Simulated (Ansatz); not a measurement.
Relaxed-ion elastic tensor of Sb (simple cubic, Pm-3m) in GPa (Voigt order), r²SCAN+D4 (plane waves, PAW; program Ansatz); density 6.97 g/cm³, 28.99 Å³ per atom.

```
 97.9   36.4   51.7   21.6    0.0    0.0
 36.4   97.9   51.7  -21.6    0.0    0.0
 51.7   51.7   82.5    0.0    0.0    0.0
 21.6  -21.6    0.0   46.1    0.0    0.0
  0.0    0.0    0.0    0.0   46.1   21.6
  0.0    0.0    0.0    0.0   21.6   30.8
```

**Question.** Is the crystal mechanically stable?

**Answer.** Yes: the smallest eigenvalue of C is 15.5 GPa.

**Question.** Work out the Voigt, Reuss and Hill averages.

**Answer.** K_V = 62.0, K_R = 62.0, K_H = 62.0; G_V = 33.8, G_R = 22.1, G_H = 27.9 GPa.

**Question.** Give Young's modulus, Poisson's ratio, Pugh's ratio and the universal anisotropy index.

**Answer.** E = 9KG/(3K + G) = 72.9 GPa; ν = 0.30; K/G = 2.22 (ductile by the Pugh limit of 1.75); A_U = 5G_V/G_R + K_V/K_R − 6 = 2.67.

**Question.** Estimate the sound speeds and the Debye temperature.

**Answer.** v_l = √((K + 4G/3)/ρ) = 3770 m/s, v_t = √(G/ρ) = 2000 m/s, mean 2240 m/s; Θ = (h/k)(3n/4πV)^(1/3) v_m = 217 K.

The workflow started from a Materials Project entry (that database holds measured and hypothetical structures alike); the Crystallography Open Database files this formula in space group No. 221, but the cells were not matched. It is not the phase usual at ambient conditions (space group No. 166). The r²SCAN+D4 relaxation kept the symmetry of its start; its stability against distortions is not shown here. As this level gives no gap, shear constants depend on the k-mesh and smearing (Fermi–Dirac, 0.1 eV here). Spin–orbit coupling is left out wherever it is not named.

Potentials: the later of the program's two PAW sets.
